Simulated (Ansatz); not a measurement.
Space group P6_3/mmc (No. 194). a = 3.187 Å, b = 3.187 Å, c = 5.114 Å, α = 90.00°, β = 90.00°, γ = 120.00°
```json
{"atom": "Mg", "site": "2c", "symmetry": "-6m2", "x": "0.3333", "y": "0.6667", "z": "0.2500"}
```

Equation of state of this Mg structure (not necessarily the ground state), with shape and atoms relaxed at each volume where symmetry leaves them free. It has no gap at any of these volumes. All numbers below come from Ansatz 0.2.0, DFT PBEsol, scalar-relativistic, plane waves, PAW.

Plane waves to 420 eV, a k mesh through Γ of 18×18×8 on the computed 2-atom cell and Gaussian smearing (0.10 eV); no spin polarisation.

| V (Å³/atom) | E − E(largest V) (meV/atom) | P (GPa) |
| --- | --- | --- |
| 19.794 | 24.24 | 6.17 |
| 20.468 | 2.46 | 4.27 |
| 21.143 | -11.90 | 2.63 |
| 21.818 | -19.86 | 1.22 |
| 22.493 | -22.33 | 0.01 |
| 23.168 | -20.08 | -1.03 |
| 23.842 | -13.76 | -1.92 |
| 24.742 | 0.00 | -2.93 |

**Question.** Fit a third-order Birch–Murnaghan equation to E(V).

**Answer.** V0 = 22.49 Å³/atom, B0 = 37 GPa, B0' = 4.0.